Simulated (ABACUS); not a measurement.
**Parameter sweep on Mo2N (R-3m, 3 atoms in the cell; from Materials Project mp-1221525)**

```
Mo2N
1.0
    1.44078     0.83183     5.00210
   -1.44078     0.83183     5.00210
    0.00000    -1.66367     5.00210
Mo N
2 1
Direct
  0.24289   0.24289   0.24289
  0.75711   0.75711   0.75711
  0.00000   0.00000   0.00000
```

Base run A: LDA (PW92), PseudoDojo 0.4 standard norm-conserving LDA (tails mended) pseudopotentials (ABACUS 3.10.1), self-consistent single point.

Its settings: KPT = Gamma 8 8 8 0 0 0; basis_type = pw; dft_functional = PWLDA; ecutwfc = 84 Ry; smearing_method = gaussian; smearing_sigma = 0.00367493 Ry; potentials = PseudoDojo 0.4 standard norm-conserving LDA (tails mended); symmetry = 1; symmetry_prec = 1e-05; ks_solver = dav_subspace; scf_nmax = 100; scf_thr = 1.0e-09 Ry; mixing_type = broyden; mixing_beta = 0.7.

The structure comes from a collection of computed structures, made at another level of theory; the collection holds predicted forms beside known ones. No clean gap shows at this smearing width and mesh (spacing up to 0.32 Å⁻¹); the mesh is coarse for partly filled bands, so the values carry mesh errors.

ΔF is the free energy per atom less that of run A. 

| run | change | ΔF (meV/atom) | pressure (GPa) | largest force (eV/Å) |
|---|---|---|---|---|
| A | base | 0.00 | -11.94 | 0.324 |
| B | volume scaled by 0.94 | -8.0 | 9.54 | 0.004 |
| C | volume scaled by 0.96 | -16.3 | 1.56 | 0.114 |
| D | volume scaled by 0.98 | -13.2 | -5.57 | 0.223 |
| E | volume scaled by 0.99 | -7.8 | -8.85 | 0.275 |
| F | volume scaled by 1.01 | 10.0 | -14.87 | 0.372 |
| G | volume scaled by 1.02 | 22.2 | -17.63 | 0.418 |
| H | volume scaled by 1.04 | 52.4 | -22.71 | 0.502 |
| I | volume scaled by 1.06 | 89.9 | -27.25 | 0.579 |

Run C against A: The free energy falls by 16.3 meV/atom, the pressure goes from -11.94 to 1.56 GPa and the largest force goes from 0.324 to 0.114 eV/Å.

Run F against A: The free energy goes up by 10.0 meV/atom, the pressure goes from -11.94 to -14.87 GPa and the largest force goes from 0.324 to 0.372 eV/Å.

Small differences between rows can be mesh errors.

“Tails mended”: in these copies of the files the far tail of each local potential was reset to the Coulomb form.
